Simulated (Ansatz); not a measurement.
CoSi:
```xyz
8
Lattice="4.3826 0.0000 0.0000 0.0000 4.3826 0.0000 0.0000 0.0000 4.3826" Properties=species:S:1:pos:R:3 pbc="T T T"
Co     3.7441     2.8298     1.5528
Co     2.8298     1.5528     3.7441
Co     1.5528     3.7441     2.8298
Co     0.6385     0.6385     0.6385
Si     0.6854     1.5059     2.8767
Si     1.5059     2.8767     0.6854
Si     2.8767     0.6854     1.5059
Si     3.6972     3.6972     3.6972
```

Relaxed with r²SCAN.

**Question.** Map the electron localisation function on the plane through (0.854, 0.646, 0.354) spanned by u = [1, 0, 0] and v = [0, 1, 0] in lattice vectors, from plane-wave PAW r²SCAN (Ansatz code).

**Answer.** x is the fraction of u, y of v (the angle between them is 90°; rows are the nearest grid lines); atoms in the plane: Co at (0.00, 0.00), Si at (0.80, 0.51).
```
|@%+:..-*#######*-..:+%@|
|%#=:..-+***+***+-..:=#%|
|+=-. .-+**+===+=-...-=+|
|::.  :=+++=------:..:::|
|.   .-=++=-::::-==-:...|
|.  .-=+++=-:..:-+**+-:.|
|-::-=====--:::-=+*##*=-|
|*===-------::--==+*###*|
|#+=--:::::--===-::-=*##|
|#*=-:....::=+*=:..::-*#|
|#*=:......:=*#+:.-=::+#|
|#*=:...   :=*#*-:=+::=#|
|#*=:      :=*#*-:::::+#|
|#*=:      :=*##+-::-+##|
|#+=:     .:=+*#*+=+*###|
|*=-:.. ..:--=+**###%%#*|
|-:..::::-----=+**###*=-|
|.   .:--======+++++=:..|
|.    :-=++++++++=-:....|
|::.  .-+*******+=:  .::|
|+=-. .-+*######*-. .-=+|
|%#=:..-*#####%#*-..:=#%|
|@%+:..-*#######*-..:+%@|
```
Scale: ten equal steps from 0.135 (start of ' ') to 0.807 (end of '@'), in the order ' .:-=+*#%@'; x runs from 0.000 to 1.00, y from 0.000 (bottom) to 1.00 (top).

The density is the valence pseudo-density with augmentation charge, so density and ELF within about 1 Å of a nucleus are not all-electron values.

Space group P2_13. The cell was relaxed with r²SCAN under the symmetry of its start. No spin polarisation was allowed.

Potentials: the earlier of the program's two PAW sets. The files were generated under PBE; for other functionals the program regenerates the frozen cores, and for LDA and PBEsol the local potential too.
